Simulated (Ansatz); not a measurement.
## AuCu3-type SrAl3

Method: PBE, scalar-relativistic; no spin polarisation; PAW, 420 eV, Γ-centred 8×8×8 mesh, 0.05 eV Gaussian smearing; code Ansatz; PAW files: Ansatz's generated set soft_2.

Space group Pm-3m (No. 221). a = 4.474 Å, b = 4.474 Å, c = 4.474 Å, α = 90.00°, β = 90.00°, γ = 90.00°
| atom | site | symmetry | x | y | z |
| --- | --- | --- | --- | --- | --- |
| Sr | 1a | m-3m | 0.0000 | 0.0000 | 0.0000 |
| Al | 3c | 4/mm.m | 0.0000 | 0.5000 | 0.5000 |

The cell came from substitution into a structure type; no database entry of this phase was matched, which doesn't show that none exists.

The cell above was scaled in volume, its shape and atoms being fixed by the lattice's symmetry. Energies are counted from the cell above.

```
V (Å³/atom)  ΔE (meV/atom)  P from the stress (GPa)
     21.153          10.77                     3.00
     21.489           5.47                     2.08
     21.936           1.27                     0.96
     22.384           0.00                    -0.04
     22.832           1.37                    -0.93
     23.280           5.10                    -1.73
     23.951          14.64                    -2.76
     24.623          27.93                    -3.52
```

**Question.** Do the energies and the pressures agree? Compare −ΔE/ΔV between neighbouring points (1 meV/Å³ = 0.1602 GPa) with the mean of their pressures.

**Answer.** 
| interval (Å³/atom) | −ΔE/ΔV (GPa) | mean P (GPa) |
| --- | --- | --- |
| 21.15 to 21.49 | 2.5 | 2.5 |
| 21.49 to 21.94 | 1.5 | 1.5 |
| 21.94 to 22.38 | 0.5 | 0.5 |
| 22.38 to 22.83 | -0.5 | -0.5 |
| 22.83 to 23.28 | -1.3 | -1.3 |
| 23.28 to 23.95 | -2.3 | -2.2 |
| 23.95 to 24.62 | -3.2 | -3.1 |
They differ by 0.03 GPa at most.

**Question.** What do the two routes give for V0, B0 and B0′?

**Answer.** A third-order Birch–Murnaghan fit of the energies: V0 = 22.36 Å³/atom, B0 = 47 GPa, B0′ = 4.9. A polynomial of P in ln V, with B = −dP/d ln V at P = 0: V0 = 22.36 Å³/atom, B0 = 48 GPa, B0′ = 4.6.

B0·V0 = 47.4 GPa × 22.36 Å³ = 6.61 eV/atom sets the scale: near the minimum ΔE ≈ ½ B0 V0 x², with x = V/V0 − 1, and a pressure of 0.5 GPa squeezes the volume by about 1 %. At the ends of the curve: x = −5.4 % predicts 9.7 meV/atom and the run gives 10.8; x = +10.1 % predicts 33.8 meV/atom and the run gives 27.9. The curve is steeper than the parabola on the compressed side and flatter on the expanded side: the bulk modulus rises with pressure. The run is a metal.
